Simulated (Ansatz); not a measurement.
## Computed properties of ScPd

```
CELL_PARAMETERS angstrom
3.28300 0.00000 0.00000
0.00000 3.28300 0.00000
0.00000 0.00000 3.28300
ATOMIC_POSITIONS crystal
Sc 0.50000 0.50000 0.50000
Pd 0.00000 0.00000 0.00000
```

Atoms are numbered in the order listed.

The conventional cell has a = 3.283 Å, b = 3.283 Å, c = 3.283 Å, α = 90.00°, β = 90.00°, γ = 90.00°. Sc (atom 1) is surrounded by 8 Pd at 2.84 Å. Around Pd (atom 2) lie 8 Sc at 2.84 Å.

The cell is COD entry 1523179, as deposited and not checked against the literature; nothing was relaxed.

Spin polarisation is left out, and whether a magnetic state lies lower isn't shown here.

Methods: DFT, PBEsol, all-electron LAPW, scalar-relativistic (Ansatz 0.2.0); DFT, PBEsol, PAW with Ansatz's default frozen-core files, scalar-relativistic (Ansatz 0.2.0).

For LAPW: a Γ-centred 12×12×12 k mesh, Fermi–Dirac smearing of 0.05 eV, basis error target 0.25 meV/atom, no spin polarisation. PAW takes a cutoff of 420 eV at this cell (files made with PBE, cores remade for this functional). The Ansatz runs share mesh, smearing and spin set-up. Values come from LAPW unless marked.

```
Pressure at this cell                                                                                                  : -1.67 GPa
Band gap                                                                                                               : none: with an odd electron count and no spin polarisation the bands can't all be full, a metal in this set-up (spin order or a larger cell could open a gap)
Density of states at the Fermi level (0.2 eV bin)                                                                      : 1.38 states/eV per cell
Löwdin charges (with 0.52 e of the cell spilling out of the atomic basis, so their sizes and signs hang on that basis) : Sc1 -0.20, Pd2 0.72 e
Bader charges (from the PAW run)                                                                                       : Sc1 +1.49, Pd2 -1.49 e
Volume per atom                                                                                                        : 17.69 Å³
```
